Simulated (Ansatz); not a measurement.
## Fermi surface of CdAg (R-3m)

```
Cd Ag
1.0
     1.46725    0.84712    4.66864
    -1.46725    0.84712    4.66864
     0.00000   -1.69423    4.66864
Cd Ag
1 1
Direct
  0.50000 0.50000 0.50000
  0.00000 0.00000 0.00000
```

Level of theory, where no other is named: LDA, all-electron LAPW in Ansatz 0.2.0, scalar-relativistic. k mesh 14×14×14, fine mesh 20×20×20, Fermi-Dirac smearing of 0.050 eV, basis error target 1 meV/atom. The cell was relaxed by PAW under this functional, which moved its volume by -8 % from the database entry's. The structure is one entry of a database and needn't be the stable phase.

Levels and slopes are solved on a 20×20×20 mesh, and each state is taken as quadratic over its cell.

Task: What is the density of states at the Fermi level, and which bare Sommerfeld coefficient follows?

Result: N(E_F) = 0.265 states/eV/atom (both spins), so γ = (π²/3) k_B² N(E_F) = 0.624 mJ/(mol-atom K²) without electron-phonon or spin-fluctuation enhancement.

Task: What Drude plasma energy and σ/τ do the band velocities give?

Result: (ħω_p,α)² = (e²/ε₀VN_k) Σ_nkσ (∂E/∂k_α)² δ(E − E_F) gives ħω_p = (8.98, 8.98, 9.17) eV along x, y, z, and σ/τ = ε₀ω_p² = 16.5×10²⁰ Ω⁻¹m⁻¹s⁻¹ along x. Weighted by the density of states, the mean Fermi speed is 1.39×10⁶ m/s; the surface has an area of 17.3 Å⁻² for each spin direction.

Task: Which bands cross the Fermi level, and what do they carry?

Result: 

| band | filled part | N (states/eV/cell) | speed (10⁶ m/s) | 5th to 95th percentile | area (Å⁻²) | filling |
| --- | --- | --- | --- | --- | --- | --- |
| 1 | 0.97 | 0.0906 | 1.41 | 0.95 to 1.82 | 3 | nearly full |
| 2 | 0.53 | 0.439 | 1.39 | 0.60 to 1.74 | 14.3 | partly filled |

Task: Map the plane k₃ = 0 of the mesh: how many bands lie under the Fermi level at each point, counted from the least on the plane?

Result: k₁ runs to the right and k₂ upwards, each from −½ to ½ with 0 in the middle (the axes needn't be at right angles):
```
11111112221111111122
11111111111111112222
11100111111111222221
11101111111122222221
11111111111222222211
11111111112222222211
12111111122222222111
12111111222222222111
22111112222222221111
21111122222222211111
21111222222222111112
11112222222221111112
11112222222211111112
11122222222111111111
11122222221111111111
11222222211111111011
11222221111111110011
12222111111111111111
12211111111222111111
11111111122211111111
```

Task: On PAW files the program sums the optical response inside the mesh cells, interband lines and its own Drude term. Where does ε₁ rise through zero (a sharp plasmon if ε₂ is small there), and how much light is reflected?

Result: 

```
Fine mesh                         : 20, 20, 20
Window top                        : 25 eV
Line width                        : 0.15 eV
Drude damping                     : 0.2 eV
ε₁ rises through zero at x        : 7.64 eV
ε₂ there x                        : 1.84
ε₁ rises through zero at z        : 7.82 eV
ε₂ there z                        : 2.01
Plasma energy (x, y, z)           : 8.981, 8.981, 9.098 eV
Reflectivity at 1 eV, x-polarised : 0.931
Reflectivity at 2 eV, x-polarised : 0.746
Reflectivity at 3 eV, x-polarised : 0.6941
```

The plasma energy here is the program's own sum at the run's smearing; it differs from the value above by up to 1 %, through mesh and smearing.

Task: What does PAW give for the same cell?

Result: N(E_F) = 0.264 states/eV/atom and ħω_p,x = 8.98 eV.

Limits of these numbers: filled d bands lie too high at this level, so their transitions start too early; these sums move with the mesh, by several per cent and more for small sheets; frozen-core PAW files fitted under PBE, their cores solved anew for the functional of the run.
